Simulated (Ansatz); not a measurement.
Ti:
Space group P6/mmm (No. 191); a = b = 4.5142 Å, c = 2.7990 Å, α = β = 90.00°, γ = 120.00°

| atom | site | symmetry | x | y | z |
|---|---|---|---|---|---|
| Ti | 1a | 6/mmm | 0.0000 | 0.0000 | 0.0000 |
| Ti | 2d | -6m2 | 0.3333 | 0.6667 | 0.5000 |

Relaxed at zero pressure with plane-wave PAW PBEsol (Ansatz code).

Task: The volume is raised by 6 % and shape and atoms relax at that volume. What pressure results, and how do the axes share the change?

Result: -6.3 GPa; a 2.0 %, b 2.0 %, c 1.8 %; the energy rises by 20 meV/atom.

Task: Give the new structure.

Result: 
Space group P6/mmm (No. 191); a = b = 4.606 Å, c = 2.850 Å, α = β = 90.00°, γ = 120.00°

| atom | site | symmetry | x | y | z |
|---|---|---|---|---|---|
| Ti | 1a | 6/mmm | 0.0000 | 0.0000 | 0.0000 |
| Ti | 2d | -6m2 | 0.3333 | 0.6667 | 0.5000 |

The phase is kept; no other phase was compared at this pressure.

This is a known high-pressure phase of the composition, computed here at zero pressure and temperature. Symmetry was held in the PBEsol relaxation; whether a distortion lowers the energy is not shown. No spin polarisation was allowed. Axis ratios of metals converge slowly with the k-mesh, so a and c are less sure than the volume.

Potentials: the earlier of the program's two PAW sets. The files were generated under PBE; for other functionals the program regenerates the frozen cores, and for LDA and PBEsol the local potential too.
